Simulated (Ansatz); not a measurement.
Data:

HfGe$_{2}$:
```yaml
crystal:
  lattice:
    - [4.69359, 0.00000, 0.00000]
    - [-2.34680, 4.06477, 0.00000]
    - [0.00000, 0.00000, 2.78986]
  atoms:
    - { symbol: Hf, position: [0.00000, 0.00000, 0.00000] }
    - { symbol: Ge, position: [0.33333, 0.66667, 0.50000] }
    - { symbol: Ge, position: [0.66667, 0.33333, 0.50000] }
```

This is the PBEsol-relaxed structure.

### Question
All from the program Ansatz at the PBEsol level (PAW), unless another level is named. Estimate the electronic character.

### Answer
metallic (no gap).

### Question
Give the formation energy from the elements (no fitted shifts).

### Answer
-0.15 eV/atom.

### Question
Next, the density of states at the Fermi level?

### Answer
0.55 states/eV per atom (mean over ±0.08 eV).

### Question
What about the gap with spin–orbit coupling?

### Answer
none (metallic).

Space group P6/mmm. The cell is a constructed one: a structure type filled with these elements; neither database checked (COD, Materials Project) lists it. COD files the formula under space group No. 63. Its standing as an ambient phase is unchecked. The cell keeps a stress of up to 0.2 GPa. Symmetry was held in the PBEsol relaxation; whether a distortion lowers the energy is not shown. The run is not spin-polarised. The references are the lowest solids computed at this level, not always the standard phases. Scalar-relativistic: spin–orbit coupling is off unless named, which matters more the heavier the elements.

Potentials: the earlier of the program's two PAW sets. The files were generated under PBE; for other functionals the program regenerates the frozen cores, and for LDA and PBEsol the local potential too.
